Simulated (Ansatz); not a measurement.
NbIr3 (Cu3Au type, Pm-3m) under volume change, LDA (plane waves, PAW; program Ansatz), scaled uniformly.

```csv
V (Å³/atom),E − E(relaxed) (meV/atom),P (GPa)
13.095,157.4,42.57
13.527,65.8,25.89
13.959,15.5,11.84
14.390,0.0,0.01
14.822,13.8,-9.94
15.254,52.2,-18.31
15.685,111.2,-25.32
```

**Question.** What does a third-order Birch–Murnaghan fit give for V₀, B₀ and B′?

**Answer.** V₀ = 14.39 Å³/atom, B₀ = 361 GPa, B′ = 4.7.

The first step of the workflow began from a Materials Project structure, measured or hypothetical; the Crystallography Open Database files this formula in space group No. 221, but the cells were not matched. Its standing as an ambient phase is unchecked. The LDA relaxation kept the symmetry of its start; of distortions, only those at the zone centre were tested. No spin polarisation was allowed. Spin–orbit coupling is left out wherever it is not named.

Potentials: the later of the program's two PAW sets.
